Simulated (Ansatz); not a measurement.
Space group P2_13 (No. 198). a = 4.869 Å, b = 4.869 Å, c = 4.869 Å, α = 90.00°, β = 90.00°, γ = 90.00°
| atom | site | symmetry | x | y | z |
| --- | --- | --- | --- | --- | --- |
| Al | 4a | .3. | 0.8442 | 0.8442 | 0.8442 |
| Pt | 4a | .3. | 0.1540 | 0.1540 | 0.1540 |

Equation of state of this AlPt structure (not necessarily the ground state), with shape and atoms relaxed at each volume where symmetry leaves them free. It has no gap at any of these volumes. The calculation used DFT PBEsol, scalar-relativistic, plane waves, PAW (Ansatz).

Plane waves to 420 eV, a k mesh through Γ of 8×8×8 on the computed 8-atom cell and Gaussian smearing (0.10 eV); no spin polarisation.

```
V (Å³/atom) E − E(largest V) (meV/atom) P (GPa)
     12.693                        90.45    34.76
     13.126                        11.97    23.73
     13.559                       -39.13    14.43
     13.992                       -67.16     6.60
     14.424                       -75.75     0.00
     14.857                       -67.95    -5.56
     15.290                       -46.40   -10.24
     15.867                         0.00   -15.33
```

Problem. Fit a third-order Birch–Murnaghan equation to E(V).

Solution. V0 = 14.42 Å³/atom, B0 = 201 GPa, B0' = 4.7.

Spin-orbit coupling is left out, which matters for the bands of heavy elements.